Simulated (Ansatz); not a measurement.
A crystal relaxed with r2SCAN in Ansatz has space group Pm (No. 6) and a = 6.959 Å, b = 2.711 Å, c = 7.045 Å, β = 118.9°.

| atom | site | x | y | z |
| --- | --- | --- | --- | --- |
| Si | 1b | 0.7609 | 0.5000 | 0.5793 |
| Si | 1a | 0.5954 | 0.0000 | 0.8313 |
| Si | 1a | 0.1803 | 0.0000 | 0.7800 |
| C | 1b | 0.8191 | 0.5000 | 0.2241 |
| C | 1b | 0.4150 | 0.5000 | 0.1890 |
| C | 1a | 0.2211 | 0.0000 | 0.3987 |
| Xx | 1b | 0.6650 | 0.5000 | 0.3104 |
| Xx | 1a | 0.3217 | 0.0000 | 0.6391 |
| Xx | 1b | 0.0311 | 0.5000 | 0.7204 |
| Xx | 1a | 0.6816 | 0.0000 | 0.6511 |
| Xx | 1a | 0.3487 | 0.0000 | 0.0572 |
| Xx | 1b | 0.6957 | 0.5000 | 0.9935 |
| Xx | 1a | 0.9703 | 0.0000 | 0.3052 |
| Xx | 1b | 0.2941 | 0.5000 | 0.3208 |

With r2SCAN the valence top lies at Γ–Z (0.33 of the way from Γ) and the conduction bottom at Γ, 2.51 eV higher; the smallest vertical gap, at Γ, is 2.82 eV. With HSE06 the valence top lies at Γ–Z (0.33 of the way from Γ) and the conduction bottom at Γ, 3.64 eV higher; the smallest vertical gap, at Γ, is 3.93 eV. With PBE the valence top lies at Γ–Z (0.30 of the way from Γ) and the conduction bottom at Γ, 2.13 eV higher; the smallest vertical gap, at Γ, is 2.46 eV. Meshes: r2SCAN 4×10×4, HSE06 4×6×4, PBE 4×10×4. r2SCAN's ε∞ is 4.7, 4.9 and 4.9 along x, y and z.

Problem. Which element is Xx?
A. As
B. Sb
C. P
D. N

Solution. D. Xx is N: a 14-atom cell of Si3C3N8 built on β-Si3N4 (relaxed group Pm). Si has 4 N at 1.63–1.68 Å; Si has 4 N at 1.65–1.72 Å; Si has 4 N at 1.63–1.72 Å; C has 4 N at 1.42–1.64 Å; C has 4 N at 1.52–1.58 Å; C has 4 N at 1.49–1.63 Å; N has 2 C at 1.47–1.52 Å and 1 Si at 1.68 Å; N has 1 C at 1.49 Å and 2 Si at 1.70–1.72 Å (further sites aren't listed).

Note: simulated data, non-magnetic, for a generated structure that need not be the stable one.

Where an edge lies off the special points, it is a point of the mesh or the k point where a search put PBE's edge or least direct gap, reused for the other functionals, whose own edges may lie a little apart; PBE's own value is read along its path and can be a few hundredths of an eV high.

The meshes of the hybrids are coarse, so their gaps aren't converged to the digits shown.

For a response run the program warns that the ground state's bands aren't all converged, so ε∞ carries an extra error.
